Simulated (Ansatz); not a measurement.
TiH8N2F6:
```xyz
17
Lattice="5.8844 0.0000 0.0000 -2.9422 5.0960 0.0000 0.0000 0.0000 4.6372" Properties=species:S:1:pos:R:3 pbc="T T T"
Ti     0.0000     0.0000     0.0000
H      0.0000     3.3973     0.3903
H      2.9422     1.6987     4.2469
H      0.0000     2.4387     1.7640
H      2.9422     2.6573     2.8731
H      0.8302     3.8766     1.7640
H      2.1120     1.2194     2.8731
H     -0.8302     3.8766     1.7640
H      3.7724     1.2194     2.8731
N      0.0000     3.3973     1.4106
N      2.9422     1.6987     3.2266
F     -1.6054     4.3242     3.5759
F      4.5475     0.7718     1.0613
F      0.0000     1.5436     3.5759
F      2.9422     3.5524     1.0613
F      1.6054     4.3242     3.5759
F      1.3368     0.7718     1.0613
```

Relaxed with r²SCAN+D4. Special points in fractions of this cell's reciprocal vectors: Γ (0.000, 0.000, 0.000); M (0.500, 0.000, 0.000); K (0.333, 0.333, 0.000); A (0.000, 0.000, 0.500); L (0.500, 0.000, 0.500); H (0.333, 0.333, 0.500).

Task: List the band energies nearest the valence-band maximum at these points for r²SCAN+D4 (plane waves, PAW; program Ansatz).

Result: In eV from the valence-band maximum; about four levels below and three above (degenerate sets whole), none deeper than 8.9 eV; points with the same levels are listed once.

```tsv
k	below	above
Γ	-0.13 -0.06 -0.06 0.00	5.52 5.60 5.60
M	-0.22 -0.18 -0.16 -0.08	5.55 5.63 5.68
K	-0.19 -0.17 -0.17 -0.12	5.58 5.65 5.65
A	-0.36 -0.36 -0.19 -0.05 -0.05	5.58 5.58 5.60
L	-0.36 -0.29 -0.21 -0.06	5.55 5.62 5.68
H	-0.37 -0.37 -0.35 -0.14 -0.14	5.59 5.59 5.68
```

Space group P-3m1. The workflow started from a Materials Project entry (that database holds measured and hypothetical structures alike); the Crystallography Open Database files this formula in space group No. 164, but the cells were not matched. Whether it is the stable phase at ambient conditions was not checked. The r²SCAN+D4 relaxation kept the symmetry of its start; whether a distortion lowers the energy is not shown. The run is not spin-polarised.

Potentials: the later of the program's two PAW sets.
